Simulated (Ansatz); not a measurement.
NiGe (CsCl type, Pm-3m) under volume change, the program Ansatz at the r²SCAN level (PAW), scaled uniformly.

| V (Å³/atom) | E − E(relaxed) (meV/atom) | P (GPa) |
|---|---|---|
| 11.508 | 58.2 | 18.04 |
| 11.888 | 24.1 | 10.93 |
| 12.267 | 5.6 | 4.89 |
| 12.646 | 0.0 | 0.00 |
| 13.026 | 5.0 | -4.12 |
| 13.405 | 19.0 | -7.59 |
| 13.785 | 40.5 | -10.48 |

Problem. What does a third-order Birch–Murnaghan fit give for V₀, B₀ and B′?

Solution. V₀ = 12.65 Å³/atom, B₀ = 151 GPa, B′ = 5.1.

A made-up cell: these elements were put on the sites of a structure type; neither database checked (COD, Materials Project) lists it. COD files the formula under space group No. 62, so this cell is another polymorph or a model. Whether it is the stable phase at ambient conditions was not checked. The r²SCAN relaxation kept the symmetry of its start; its stability against distortions is not shown here. The workflow began spin-polarised and lost its moments.

Potentials: the later of the program's two PAW sets.
